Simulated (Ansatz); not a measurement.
The start is a generated trial cell of Nb in the beta-Sn structure type. The structure is fully relaxed (lattice and positions, P = 0) with PBE (plane waves to 420 eV, PAW, scalar-relativistic; Ansatz, a first-principles code). The first steps use a coarse 13×13×13 k-mesh.

Starting cell:
```
CELL_PARAMETERS angstrom
     -2.58581     2.58581     1.41085
      2.58581    -2.58581     1.41085
      2.58581     2.58581    -1.41085
ATOMIC_POSITIONS crystal
  Nb 0.75000 0.25000 0.50000
  Nb 0.00000 0.00000 0.00000
```

### Question
What pressure does the first self-consistent step give?

### Answer
+2.5 GPa (positive: the cell is compressed).

### Question
How much energy is released per atom?

### Answer
Under 0.01 eV/atom.

### Question
How does the volume change?

### Answer
+1.7 %, from 18.87 to 19.18 Å³/atom.

### Question
How do the shortest distances between atoms change?

### Answer
The closest pairs of elements (up to four, under 3.6 Å), start → end: Nb–Nb 2.68 → 2.69 Å.

### Question
What band gap does the relaxed structure have at this level?

### Answer
No gap (metallic).

### Question
Write out the relaxed structure.

### Answer

Space group I4₁/amd, origin choice 1 (No. 141); a = b = 5.1962 Å, c = 2.8417 Å, α = β = γ = 90.00°

| atom | site | symmetry | x | y | z |
|---|---|---|---|---|---|
| Nb | 4a | -4m2 | 0.0000 | 0.0000 | 0.0000 |
(The calculation used a cell of 2 atoms; values per cell refer to that cell.)

The space group stays I4₁/amd (No. 141) (the run could not lower it); the end is AFLOW prototype A_tI4_141_a (A5, as in Sn), with 2 atoms in the primitive cell. Final values are on a 19×19×19 k-mesh of the relaxed cell. No spin polarisation in the result.

The run could not lose the symmetry of its start, so the end can be a saddle point.

All atoms sit on sites fixed by symmetry, so only the cell could relax.

The relaxed structure here is a generated cell of Nb: the first start was made by placing the elements on the sites of a structure type, and the end was not matched to a known phase here, so it may be hypothetical. Known forms of Nb include space group No. 229.
